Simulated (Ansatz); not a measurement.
# Ca$_{7}$Tl$_{3}$I$_{2}$, a known structure type with other elements, at an estimated volume

```xyz
12
Lattice="5.2821 0.0000 0.0000 2.6411 -13.3456 0.0000 0.0000 0.0000 -5.2605" Properties=species:S:1:pos:R:3 pbc="T T T"
Ca    0.0000    0.0000    0.0000
I     2.6411  -10.6044    0.0000
I     5.2821   -2.7412    0.0000
Ca    2.6411   -2.6680    0.0000
Ca    5.2821  -10.6775    0.0000
Ca    2.6411   -8.0554    0.0000
Ca    5.2821   -5.2902    0.0000
Tl    2.6411   -5.5205   -2.6303
Tl    5.2821   -7.8250   -2.6303
Tl    2.6411    0.0000   -2.6303
Ca    2.6411  -10.6818   -2.6303
Ca    5.2821   -2.6638   -2.6303
```

Level: PBE, no spin polarisation; 420 eV; 6×6×6 Γ-centred mesh; fermi-dirac occupations (width 0.1 eV); Ansatz 0.2.0, fixed geometry.

**Stress.** The pressure is 9.2 GPa (compression positive), so with the atoms held at these fractions the cell would first expand; the forces are large, so a full relaxation may end otherwise.
**At the Fermi level.** It is a metal, with about 7.5 states/eV a cell as the mean within 0.25 eV of the Fermi level.
**Formation energy.** 0.15 eV an atom against the elements' usual phases (free molecules for gases, crystals otherwise, with no correction for O₂ or N₂), so at this geometry it isn't bound against them. Relaxing would lower it.
**Forces.** The largest is on Ca6 (and as large on other atoms): 4.47 eV/Å, components (0.00, 4.47, 0.00). It makes 180° with the line to a nearest neighbour, I2 at 2.55 Å, pointing away from it.
**Contacts.** I–Ca at 2.55 Å: least valence density 0.39 e/Å³ and ELF 0.18 there. Tl–Tl at 3.51 Å: least valence density 0.11 e/Å³ and ELF 0.21 there. Tl–Ca at 3.65 Å: least valence density 0.06 e/Å³ and ELF 0.09 there. These are pseudo-fields; inside the PAW spheres they differ from the all-electron ones.

Origin: a known structure type with other elements, at an estimated volume, so it need not be a known compound. Caveats: odd electron count without spin polarisation, so a magnetic state may lie lower; atoms or cell far from equilibrium.

Cost: 4.7 min on 1 thread of Arm Neoverse V1 (shared host), peak memory 1.7 GiB (start from a saved density). The time holds forces, stress, DOS, bands, ELF.
